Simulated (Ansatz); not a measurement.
HfSiO₄:
```
HfSiO4
1.0
   -3.29119     3.29119     2.98604
    3.29119    -3.29119     2.98604
    3.29119     3.29119    -2.98604
Hf Si O
2 2 8
Direct
  0.00000   0.00000   0.00000
  0.75000   0.25000   0.50000
  0.25000   0.75000   0.50000
  0.50000   0.50000   0.00000
  0.13525   0.31988   0.81537
  0.06988   0.75450   0.68463
  0.50450   0.31988   0.18463
  0.06988   0.38525   0.31537
  0.61475   0.93012   0.68463
  0.68012   0.86475   0.18463
  0.24550   0.93012   0.31537
  0.68012   0.49550   0.81537
```

r²SCAN in the plane-wave PAW code Ansatz gives a gap of 6.00 eV without spin–orbit coupling, maximum at Γ, minimum off the standard path, at k = (0.188, 0.302, 0.250) in fractions of the reciprocal vectors.

Q: What happens when spin–orbit coupling is switched on?

A: The gap shrinks by 0.01 eV, to 5.99 eV; maximum at Γ, minimum off the standard path, at k = (0.177, 0.281, 0.271) in fractions of the reciprocal vectors.

Q: Give the electron effective mass with spin–orbit coupling.

A: 1.4, 7.2, 30 mₑ (principal values).

Q: Give the hole effective mass with spin–orbit coupling.

A: 1.6 along x (mₑ).

Space group I4_1/amd. The cell was relaxed with r²SCAN under the symmetry of its start. The run is not spin-polarised.

Potentials: the earlier of the program's two PAW sets. The files were generated under PBE; for other functionals the program regenerates the frozen cores, and for LDA and PBEsol the local potential too.
